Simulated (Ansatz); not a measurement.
Consider the following.

Relaxed ZrB2 (AlB2 type, space group P6/mmm):

```
ZrB2
1.0
    6.34286     0.00000     0.00000
   -1.58571     2.74654     0.00000
    3.17143     0.00000     3.54132
Zr B
2 4
Direct
  0.00000   0.00000   0.00000
  0.50000   0.00000   0.00000
  0.91667   0.66667   0.50000
  0.41667   0.66667   0.50000
  0.08333   0.33333   0.50000
  0.58333   0.33333   0.50000
```

A phonon eigenvector at L = (0.5, 0.0, 0.5) is frozen into this cell: atom i moves by Q times the vector below, so Q is the largest atomic displacement, in Å. The cell is held. (q is in reciprocal vectors of the primitive cell; the cell shown is doubled to hold the pattern.)

```json
[
 {"atom": "Zr1", "x": "0.000", "y": "0.000", "z": "0.060"},
 {"atom": "Zr2", "x": "0.000", "y": "0.000", "z": "-0.060"},
 {"atom": "B3", "x": "-0.866", "y": "-0.500", "z": "0.000"},
 {"atom": "B4", "x": "0.866", "y": "0.500", "z": "0.000"},
 {"atom": "B5", "x": "-0.866", "y": "-0.500", "z": "0.000"},
 {"atom": "B6", "x": "0.866", "y": "0.500", "z": "0.000"}
]
```

Method: PBE (plane waves to 420 eV, PAW, scalar-relativistic; Ansatz, a program for electronic structure). k mesh 17×17×17 (Γ-centred), Fermi-Dirac smearing 0.05 eV. E stands for the smeared free energy. With partly filled bands, energies and forces of such displacements shift with the k mesh and the smearing. ZrB2 is run without spin polarisation. ZrB2 was relaxed with its symmetry unable to fall. The zero of ΔE is the undisplaced structure.

The scan covers Q from -0.280 to 0.280 Å in 13 points.

Task: Which space group does the distorted structure have?

Result: Immm (No. 71), lowered from P6/mmm.

Task: Is this a single well or a double well?

Result: A single well with its minimum at or next to zero displacement.

Task: What is the energy change at Q = 0.280 Å?

Result: 4294 meV/cell.

Task: What harmonic wavenumber does the curvature at Q = 0 give?

Result: 659 cm⁻¹.

(A displaced cell: forces are minus the slopes of the energy, force constants its curvatures, and phonons follow from these.)
